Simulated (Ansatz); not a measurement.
The cell of PtAuC₆N₆ is invented: cyanide-bridged rock-salt net of two metals, 0 guest cations a cell (Fm-3m, No. 225). Its size is a rough estimate.

```
Pt C Au N
1.0
     0.00000    5.09450    5.09450
     5.09450    0.00000    5.09450
     5.09450    5.09450    0.00000
Pt C Au N
1 6 1 6
Direct
  0.50000 0.50000 0.50000
  0.81186 0.18814 0.18814
  0.18814 0.81186 0.18814
  0.18814 0.18814 0.81186
  0.18814 0.81186 0.81186
  0.81186 0.18814 0.81186
  0.81186 0.81186 0.18814
  0.00000 0.00000 0.00000
  0.69703 0.30297 0.30297
  0.30297 0.69703 0.30297
  0.30297 0.30297 0.69703
  0.30297 0.69703 0.69703
  0.69703 0.30297 0.69703
  0.69703 0.69703 0.30297
```

All numbers below come from DFT PBE, scalar-relativistic, plane waves, PAW in Ansatz. Cutoff 420 eV, Gaussian smearing, Γ-centred meshes. Cell and atoms relax first on a coarse mesh and then on a finer one. In between, the cell is made exact in the group found at 0.06 Å. In metals the finer mesh still leaves noise of several meV/atom or more. The steps can't lower the symmetry of their start. Collinear spin is switched on along the way, since trial moments persisted in a coarse test.

A guess keeps its type if space group and coordination stay and the shape of the cell changes little (axis ratios within about 15 %, angles within 6°); the volume may change.

Question: Does it keep its structure type, or change into something else?

Answer: It keeps its type. The symmetry stays Fm-3m (No. 225). The volume per atom grows by 23.5 %, from 18.9 to 23.3 Å³. The shortest distance stays 1.17 Å (C–N). Counting neighbours within 15 % of an atom's shortest distance, the start has Au 6, C 1, N 1, Pt 6 and the end Au 6, C 1, N 1, Pt 6.

The last run used collinear spin, a 6×6×6 mesh for its 14-atom cell and Gaussian smearing of 0.10 eV. These runs have no spin–orbit coupling, which can matter for Au and Pt. Another magnetic order may lie lower. A structure relaxed within its symmetry needn't be a true minimum.
